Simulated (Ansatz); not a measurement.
The cell below belongs to a search over invented structures; it isn't taken from experiment.

Input and command of a plane-wave DFT calculation in Ansatz:

```yaml
crystal:
  lattice:
    - [-2.78412155, 2.78412155, 6.97084878]
    - [2.78412155, -2.78412155, 6.97084878]
    - [2.78412155, 2.78412155, -6.97084878]
  atoms:
    - { symbol: Ta, position: [0.75, 0.25, 0.5] }
    - { symbol: Ta, position: [0.0, 0.0, 0.0] }
    - { symbol: As, position: [0.375, 0.625, 0.75] }
    - { symbol: As, position: [0.875, 0.625, 0.25] }
    - { symbol: As, position: [0.375, 0.125, 0.75] }
    - { symbol: As, position: [0.375, 0.625, 0.25] }
    - { symbol: As, position: [0.5, 0.5, 0.0] }
    - { symbol: As, position: [0.25, 0.75, 0.5] }
basis:
  ecutwfc: 420
kpoints:
  mp_grid: { grid: [4, 4, 4] }
hamiltonian:
  xc: pbe
scf:
  occupations: { method: gaussian, width: 0.2 }
  lower_state_search: "off"
output:
  forces: true
  stress: true
  eigenvalues: true
relax:
  adjacent_minimum: "off"
  f_tol: 0.08
  max_steps: 16
  cell: { stress_tol: 0.8 }
```

```bash
ansatz run input.yaml --threads 1 --pin off --max-ram 2560MiB --backend cpu --events-out ev --progress --plain --runs-dir out
```

Processor: Intel(R) Xeon(R) 6975P-C (Granite Rapids), 1 thread, on a host shared with other jobs.

Task: Estimate time, memory and problem size.

Result: About 71 s, peak memory 0.59 GiB. It solves 70 bands at 13 k points (after reduction by symmetry) with about 3833 plane waves (on the last cell), in 84 SCF iterations over 13 ionic steps.
